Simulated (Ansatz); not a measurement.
CoO (I4/mmm): one cell, several electronic states

Computed with Ansatz (plane waves, PAW): PBEsol+U, U = 4.0 eV, J = 0.5 eV (Liechtenstein form) on Co d, fully localised double counting, scalar-relativistic datasets, 420 eV, PAW set soft_2 (made for PBE), 9×9×9 mesh, Gaussian smearing of 0.05 eV.

```
Co O
1.0
    -1.50800    1.50800    2.10725
     1.50800   -1.50800    2.10725
     1.50800    1.50800   -2.10725
Co O
1 1
Direct
  0.00000 0.00000 0.00000
  0.50000 0.50000 0.00000
```

The structure is that of a cell as deposited in COD, unrelaxed.

Cell and atoms stay fixed, and the cell was started in 11 ways, without spin–orbit coupling. The starts were built for 7 d electrons on Co, a formal count that the converged states needn't keep. Starting moments of the plain starts: Co1 3.00 μB (atoms counted from 1).

Problem. How many distinct unconstrained states are reached, over what range, and what is the lowest like? The starts that converged:
- ferromagnetic start, free, default search
- total moment locked, 3.30 μB per cell (constrained)
- ferromagnetic start, free, symmetry kept, no search
- total moment locked, 2.25 μB per cell (constrained)
- total moment locked at zero, no site moments, 0.00 μB per cell (constrained)
- site moments held at Co1 2.07 μB (constrained)
- site moments held at Co1 1.55 μB (constrained)
- ferromagnetic start, free, natural orbitals of the symmetric run filled by rank
- total moment held at first, then free, 1.50 μB per cell
- no spin polarisation
- total moment locked, 3.00 μB per cell (constrained)

Solution. 4 distinct free states (told apart by 2 meV/atom, or by moments or gap), the highest 456.4 meV/atom up. The lowest has 7 d electrons in filled orbitals, 3 of them unpaired, the high-spin filling, a gap of 1.28 eV and a whole-number cell moment of 3 μB, as a collinear insulator must have; it came from: ferromagnetic start, free, default search.

Energies count from the lowest free state found; constrained states (a lock kept on the moments, or spin off) can lie above or below free ones. A natural orbital (eigenvector of a shell's occupation matrix) is counted as filled above 0.75 (0.9 in a metal) and as partly filled from 0.35 up to that; ↑ and ↓ are the spin channels.

| state | reached from | ΔE (meV/atom) | gap (eV) | P (GPa) | cell spin moment (μB) | site spin moments (μB) | shell filling | Hubbard energy (eV/cell) | flags |
| --- | --- | --- | --- | --- | --- | --- | --- | --- | --- |
| 1 | ferromagnetic start, free, default search | 0.0 | 1.28 | 2.4 | 3.00 | Co 2.59; O 0.23 | Co 5↑ 2↓, 7.28 e | 0.36 | – |
| 2 | ferromagnetic start, free, natural orbitals of the symmetric run filled by rank | 11.9 | 1.24 | 2.6 | 3.00 | Co 2.59; O 0.23 | Co 5↑ 2↓, 7.28 e | 0.37 | – |
| 3 | total moment locked, 3.00 μB per cell (constrained) | 11.9 | 1.24 | 2.6 | 3.00 | Co 2.59; O 0.23 | Co 5↑ 2↓, 7.28 e | 0.37 | – |
| 4 | site moments held at Co1 2.07 μB (constrained) | 279.8 | metal | – | 2.39 | Co 2.07; O 0.13 | Co 5↑ 2↓(+1 partly), 7.45 e | 0.98 | lock stalled near its target |
| 5 | total moment locked, 2.25 μB per cell (constrained) | 285.0 | metal | -6.4 | 2.25 | Co 2.13 | Co 5↑ 2↓(+1 partly), 7.45 e | 0.92 | – |
| 6 | ferromagnetic start, free, symmetry kept, no search | 340.2 | metal | -4.6 | 3.00 | Co 2.59; O 0.27 | Co 5↑ 1↓(+2 partly), 7.33 e | 1.24 | – |
| 7 | total moment locked, 3.30 μB per cell (constrained) | 368.3 | metal | 9.6 | 3.30 | Co 2.69; O 0.35 | Co 5↑ 2↓, 7.21 e | 0.53 | mesh too coarse for this metal |
| 8 | site moments held at Co1 1.55 μB (constrained) | 455.6 | metal | – | 1.49 | Co 1.55; O -0.16 | Co 3↑(+2 partly) 1↓(+2 partly), 7.56 e | 1.18 | – |
| 9 | total moment held at first, then free, 1.50 μB per cell | 456.4 | metal | -14.9 | 1.41 | Co 1.49; O -0.18 | Co 3↑(+2 partly) 3↓, 7.57 e | 1.15 | possible saddle point |
| 10 | no spin polarisation | 823.5 | metal | -26.8 | 0.00 | under 0.05 | Co 3 filled, 2 partly in each spin, 7.62 e | 1.77 | – |
| 11 | total moment locked at zero, no site moments, 0.00 μB per cell (constrained) | 823.5 | metal | -26.8 | 0.00 | under 0.05 | Co 3↑(+2 partly) 3↓(+2 partly), 7.62 e | 1.77 | – |

Natural occupations of the lowest free state (state 1): Co1 spin up: 1.00 1.00 1.00 1.00 1.00; Co1 spin down: 0.05 0.13 0.13 0.99 0.99. Since all bands are wholly filled or empty, the fractional occupations (0.13) come from mixing of the shell with the neighbours' orbitals (covalency), not from partly filled bands.

State 2 lies 11.9 meV/atom higher, or 0.024 eV per cell. It has 7 d electrons in filled orbitals, 3 of them unpaired, the high-spin filling, a gap of 1.24 eV and a whole-number cell moment of 3 μB, as a collinear insulator must have; natural occupations Co1 spin up: 1.00 1.00 1.00 1.00 1.00; Co1 spin down: 0.05 0.12 0.13 0.98 0.99. Both fill the same number of orbitals in each spin, so they differ in which orbitals are filled. The Hubbard term of the energy is 0.36 eV per cell in state 1 and 0.37 eV in state 2. The two differ by 0.00 eV, within U times the program's tolerance on the occupations (0.004), so the energy difference isn't parted into terms.

State 6 lies 340.2 meV/atom higher, or 0.68 eV per cell. It has no gap on the mesh (a metal), yet a whole-number cell moment of 3 μB, as a half-metal would have; natural occupations Co1 spin up: 1.00 1.00 1.00 1.00 1.00; Co1 spin down: 0.12 0.15 0.54 0.54 0.99. State 6 spreads its shell electrons over partly filled bands where state 1 fills whole orbitals. Its Hubbard energy is 1.24 eV per cell, against 0.36 eV in state 1. Of the difference of 0.68 eV per cell, the Hubbard term gives 0.87 eV and all other terms -0.19 eV, so the Hubbard term alone decides the order: the other terms favour state 6.

The run from atoms that was held to its symmetry (16 operations, no search for lower states) ended 340.2 meV/atom above the lowest state, which was reached only by runs with 4 or fewer. The lowest state breaks the full symmetry: on Co1, 2 orbitals that the symmetry makes equivalent hold 0.54 electrons each in one spin of the symmetric run, while the lowest state puts 0.94, 0.34 there.

With one Co ion in the cell, Co moments can't oppose each other.

In the lowest free state the fixed cell carries a pressure of 2.4 GPa (the cell is smaller than this level of theory would relax to); relaxing would change energies and could change the order of close states.

A still lower state can't be excluded. For metallic states the mesh is coarse, so energy differences carry some meV/atom. The value of U was drawn from a range and not derived for this compound; another value can change gaps, moments and the order of states. Where a metal has almost no states within the smearing of the Fermi level on this mesh, its moment and stress follow whole counts of k-points and would move on a finer mesh. Stress under a held lock on site moments or directions isn't converged. Gaps are Kohn–Sham gaps over the k-mesh alone and may be smaller between its points. Site moments are integrated in small spheres and here fall short of the shell's N↑ − N↓.
